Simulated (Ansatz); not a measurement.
According to PBE (plane waves, PAW; program Ansatz), HfS2 in the orthorhombic phase (Pca2_1; Hf on 4a, S on 4a, S on 4a) relaxes to a = 6.392 Å, b = 6.077 Å, c = 6.170 Å. S on 4a has 3 nearest neighbours from 2.49 Å (trigonal planar). Against the elements it lies at -1.43 eV/atom, with no fitted shifts.

The Kohn–Sham gap is 1.20 eV (indirect). The electron mass is 0.63, 0.77, 1.5 mₑ (principal values). The hole mass is 0.17, 0.73, 1.2 mₑ (principal values).

The bulk modulus is 909 kbar.

The start of the workflow was typed in or built on a structure type; neither database checked (COD, Materials Project) lists it. Its standing as an ambient phase is unchecked. The cell was relaxed with PBE under the symmetry of its start; whether a distortion lowers the energy is not shown. The run is not spin-polarised. The references are the lowest solids computed at this level, not always the standard phases. Spin–orbit coupling is left out wherever it is not named.

Potentials: the earlier of the program's two PAW sets.
